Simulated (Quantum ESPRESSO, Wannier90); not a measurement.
# Wannierisation of Ba (fcc (Cu type), model phase)

Materials Project entry mp-10679; symmetrised, unrelaxed at this level. This isn't the element's usual structure (bcc); take it as a model of another phase. Method: PBEsol plane waves in Quantum ESPRESSO 7.5 (PseudoDojo norm-conserving files, 46 Ry, no spin polarisation, no spin-orbit coupling), Bloch states on a 8×8×8 mesh through Γ, Wannier90 4.0.1. Density: 12×12×12 mesh, cold smearing 0.01 Ry. Spin-orbit coupling is left out although heavy elements are present.

```
begin unit_cell_cart
ang
    0.0000000000    3.2326650000    3.2326650000
    3.2326650000    0.0000000000    3.2326650000
    3.2326650000    3.2326650000    0.0000000000
end unit_cell_cart
mp_grid = 8 8 8
```

Which shells of neighbouring k-points and which b-vectors and weights does Wannier90 pick for this cell and mesh?


```
 *---------------------------------- K-MESH ----------------------------------*
 +----------------------------------------------------------------------------+
 |                    Distance to Nearest-Neighbour Shells                    |
 |                    ------------------------------------                    |
 |          Shell             Distance (Ang^-1)          Multiplicity         |
 |          -----             -----------------          ------------         |
 |             1                   0.210407                      8            |
 |             2                   0.242957                      6            |
 |             3                   0.343593                     12            |
 |             4                   0.402898                     24            |
 |             5                   0.420814                      8            |
 |             6                   0.485914                      6            |
 |             7                   0.529512                     24            |
 |             8                   0.543268                     24            |
       ... (lines left out)
 +----------------------------------------------------------------------------+
 | The b-vectors are chosen automatically                                     |
 | The following shells are used:                       1                     |
 +----------------------------------------------------------------------------+
 |                        Shell   # Nearest-Neighbours                        |
 |                        -----   --------------------                        |
 |                          1               8                                 |
 +----------------------------------------------------------------------------+
 | Completeness relation is fully satisfied [Eq. (B1), PRB 56, 12847 (1997)]  |
 +----------------------------------------------------------------------------+
 |                  b_k Vectors (Ang^-1) and Weights (Ang^2)                  |
 |                  ----------------------------------------                  |
 |            No.         b_k(x)      b_k(y)      b_k(z)        w_b           |
 |            ---        --------------------------------     --------        |
 |             1         0.121478    0.121478   -0.121478     8.470551        |
 |             2         0.121478   -0.121478    0.121478     8.470551        |
 |             3        -0.121478    0.121478    0.121478     8.470551        |
 |             4         0.121478    0.121478    0.121478     8.470551        |
 |             5        -0.121478   -0.121478    0.121478     8.470551        |
 |             6        -0.121478    0.121478   -0.121478     8.470551        |
 |             7         0.121478   -0.121478   -0.121478     8.470551        |
 |             8        -0.121478   -0.121478   -0.121478     8.470551        |
```
